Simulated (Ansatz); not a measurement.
A geometry of CeO$_{2}$ away from equilibrium: step 2 of the relaxation of a relaxed CeO2 cell, doubled along one cell vector, shaken by Gaussian noise of σ = 0.08 Å a coordinate. Method: r2SCAN (plane waves to 500 eV, PAW, scalar-relativistic; Ansatz, an electronic-structure program). Γ-centred k-mesh 3×5×6 on the run's cell (coarser than for final values), Fermi–Dirac smearing 0.05 eV.

```xyz
12
Lattice="10.1344 0.0523 -0.0348 0.0262 5.0622 -0.0186 -0.0123 -0.0132 3.6613" Properties=species:S:1:pos:R:3:forces:R:3 pbc="T T T" free_energy=-30929.413 pressure_GPa=0.9
Ce     2.5426     2.5211     1.7827    0.7223    0.3041    0.1733
Ce     7.6264     2.6182     1.7587    0.0544   -0.1854   -0.0087
Ce     0.0420     0.0528    -0.0113   -0.4237   -0.4859   -0.2016
Ce     5.1186     0.0765    -0.1001   -0.2017   -0.5041    0.3446
O      4.0355     4.0737     1.8535    1.0578    0.8244   -0.2940
O      9.1592     4.2321     1.7554    0.6509    0.3857    0.0268
O      1.6667     3.4439    -0.0301   -0.9786    0.3999   -0.0827
O      6.7048     3.4702    -0.0758   -0.9033    0.8930    0.0116
O      3.5657     1.5703    -0.0277    0.0014   -0.1151   -0.0831
O      8.5397     1.7029    -0.0688    1.1164   -0.7620    0.0076
O      1.0487     0.8793     1.7813   -0.4547   -0.1051    0.1691
O      6.1078     0.9934     1.7621   -0.6414   -0.6495   -0.0633
```

Positions in Å, forces in eV/Å, free energy of the cell in eV (comparable only within this code, potentials and settings). Largest force: 1.37 eV/Å, on O5 (atoms numbered as listed); the geometry lies 0.03 eV/atom above the end of its relaxation.

No spin polarisation in the result. No Hubbard U is applied. The f-shell occupation is the one the SCF fell into and was not checked against other states.

The end of the path is a generated cell of CeO2: the first start was made by placing the elements on the sites of a structure type, and the end was not matched to a known phase here, so it may be hypothetical. Known forms of CeO2 include space group No. 225.
